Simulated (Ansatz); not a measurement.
A geometry of Pd away from equilibrium: the start of the relaxation of a relaxed Pd cell, doubled along one cell vector, shaken by Gaussian noise of σ = 0.08 Å a coordinate. All values below come from PBE (plane waves to 420 eV, PAW, scalar-relativistic; Ansatz, a program for electronic structure). Γ-centred k-mesh 7×14×14 on the run's cell (coarser than for final values), Fermi–Dirac smearing 0.05 eV.

```xyz
2
Lattice="0.0000 3.9428 3.9428 1.9714 0.0000 1.9714 1.9714 1.9714 0.0000" Properties=species:S:1:pos:R:3 pbc="T T T"
Pd    -0.1181     0.0574     0.1172
Pd     0.0553     2.0189     1.8822
```

Task: Which atoms carry the largest force, and which way does it point?

Result: 2.26 eV/Å, on Pd1, Pd2 (atoms numbered as listed); on Pd1 its components are (1.42, -0.94, -1.48).

Task: What is the pressure?

Result: +6.1 GPa, compression positive.

Task: How much energy per atom can still be gained by relaxing?

Result: 0.13 eV/atom; the path ends in Fm-3m (No. 225) (fcc (Cu type)).

No spin polarisation in the result. A magnetic state may lie lower.

The run could not lose the symmetry of its start.
